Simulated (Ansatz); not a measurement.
LiC8 in space group P6/mmm (No. 191; C on 6l, C on 2c, Li on 1b) under volume change, PBE+D3(BJ) in the plane-wave PAW code Ansatz, shape and atoms relaxed at each volume.

```json
[
 {"V (Å³/atom)": "7.797", "E − E(relaxed) (meV/atom)": "14.8", "P (GPa)": "7.03"},
 {"V (Å³/atom)": "8.054", "E − E(relaxed) (meV/atom)": "6.0", "P (GPa)": "4.03"},
 {"V (Å³/atom)": "8.311", "E − E(relaxed) (meV/atom)": "1.4", "P (GPa)": "1.83"},
 {"V (Å³/atom)": "8.568", "E − E(relaxed) (meV/atom)": "0.0", "P (GPa)": "0.01"},
 {"V (Å³/atom)": "8.826", "E − E(relaxed) (meV/atom)": "1.1", "P (GPa)": "-1.38"},
 {"V (Å³/atom)": "9.083", "E − E(relaxed) (meV/atom)": "4.3", "P (GPa)": "-2.57"},
 {"V (Å³/atom)": "9.340", "E − E(relaxed) (meV/atom)": "9.3", "P (GPa)": "-3.61"}
]
```

Question: What does a third-order Birch–Murnaghan fit give for V₀, B₀ and B′?

Answer: V₀ = 8.57 Å³/atom, B₀ = 54.5 GPa, B′ = 6.5.

A made-up cell: these elements were put on the sites of a structure type; neither database checked (COD, Materials Project) lists it. Whether it is the stable phase at ambient conditions was not checked. Symmetry was held in the PBE+D3(BJ) relaxation; its stability against distortions is not shown here.

Potentials: the later of the program's two PAW sets.
